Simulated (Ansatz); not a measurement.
B₄C:
```xyz
15
Lattice="4.3765 2.7972 0.0000 -4.3765 2.7972 0.0000 -2.4309 0.0000 4.4208" Properties=species:S:1:pos:R:3 pbc="T T T"
B     -2.1071     2.7972     3.7023
B      0.2505     1.8968     2.1428
B      0.2505     3.6975     2.1428
B     -2.7021     3.7060     2.2308
B     -2.7021     1.8884     2.2308
B     -2.1321     2.7972     0.7983
B     -0.3104     2.7972     3.5890
B     -1.1855     1.3745     3.0715
B     -1.1855     4.2198     3.0715
B     -1.2586     4.2335     1.3227
B     -1.2586     1.3609     1.3227
B     -6.7763     2.7972     4.3724
C     -0.3989     2.7972     0.7737
C     -5.4323     2.7972     3.8973
C      3.0688     2.7972     0.4596
```

Relaxed with r²SCAN. Independent-particle spectrum: no excitons, no local fields, no scissors shift; 0.1 eV broadening; ε₁ of the summed bands alone.

Question: Tabulate the dielectric function from the program Ansatz at the r²SCAN level (PAW).

Answer: 

```
E (eV)  ε₁ xx  ε₂ xx  ε₁ yy  ε₂ yy  ε₁ zz  ε₂ zz
------  -----  -----  -----  -----  -----  -----
0.0      7.16   0.00   7.04   0.00   6.93   0.00
0.3      7.17   0.00   7.04   0.00   6.94   0.00
0.6      7.20   0.00   7.08   0.00   6.97   0.00
0.9      7.26   0.00   7.13   0.00   7.03   0.00
1.2      7.34   0.00   7.21   0.00   7.10   0.00
1.5      7.45   0.00   7.32   0.00   7.21   0.00
1.8      7.59   0.00   7.45   0.00   7.34   0.00
2.1      7.77   0.00   7.63   0.00   7.50   0.00
2.4      8.00   0.00   7.84   0.00   7.72   0.00
2.7      8.29   0.00   8.12   0.00   7.98   0.00
3.0      8.67   0.00   8.47   0.00   8.33   0.00
3.3      9.19   0.00   8.95   0.00   8.79   0.00
3.6     10.00   0.01   9.64   0.04   9.46   0.01
3.9     11.51   0.57  10.66   0.20  10.62   0.18
4.2     12.27   2.41  12.02   0.90  12.27   0.97
4.5     11.84   4.42  13.73   2.95  11.96   4.70
4.8     10.69   4.99  13.63   5.63  11.25   4.49
5.1     11.40   4.59  10.61   7.50  11.08   5.39
5.4     11.50   6.28  11.12   8.36  11.37   6.53
5.7     11.07   7.55   9.18   9.03  10.82   9.05
6.0     10.93   8.71   9.05   8.72   8.81   9.28
6.3      9.37  10.42   8.52  11.47   8.24   9.92
6.6      8.45  11.75   4.24  11.46   6.58  10.86
6.9      6.50  10.86   3.73   9.77   5.13  10.44
7.2      6.46  11.84   3.08   8.93   3.58  10.43
7.5      3.37  12.62   3.15   8.03   2.75   9.05
7.8      2.57  11.73   3.23   7.99   2.73   8.77
8.1      0.90  10.21   3.09   7.93   2.04   8.05
8.4      1.04   9.57   2.95   8.08   2.38   8.03
8.7      1.16   9.35   2.48   8.13   1.48   7.71
9.0      0.30  10.13   2.19   8.05   1.93   7.66
9.3     -1.33   9.27   1.76   8.51   1.85   7.47
9.6     -1.49   7.82   1.84   7.84   2.48   8.08
9.9     -1.25   7.31   1.36   9.24   0.92   8.83
10.2    -1.43   7.19   0.13   8.84  -0.24   8.31
10.5    -1.70   6.70  -0.65   8.51  -0.30   7.95
10.8    -1.87   6.61  -1.37   8.42  -1.17   7.86
11.1    -2.12   6.03  -2.02   7.67  -1.87   7.21
11.4    -2.22   5.67  -2.69   7.01  -1.97   6.43
11.7    -2.48   5.18  -2.90   6.22  -2.23   6.07
12.0    -2.47   5.04  -3.14   5.71  -2.30   5.82
```

Question: From ε at 4.9 eV (xx: 10.38 + 4.66i), find n, k, the normal reflectivity and the absorption coefficient.

Answer: n = 3.30, k = 0.706, R = 30 %, α = 2kE/ħc = 350000 cm⁻¹.

With all bands, ε∞ without local fields is 7.24 (xx), 7.12 (yy), 7.02 (zz). DFPT, with local fields, gives 6.83 (xx), 6.81 (yy), 6.68 (zz).

Space group Cm. The workflow started from a Materials Project entry (that database holds measured and hypothetical structures alike); the Crystallography Open Database copy checked does not list it. Whether it is the stable phase at ambient conditions was not checked. The cell was relaxed with r²SCAN under the symmetry of its start; of distortions, only those at the zone centre were tested.

Potentials: the later of the program's two PAW sets.
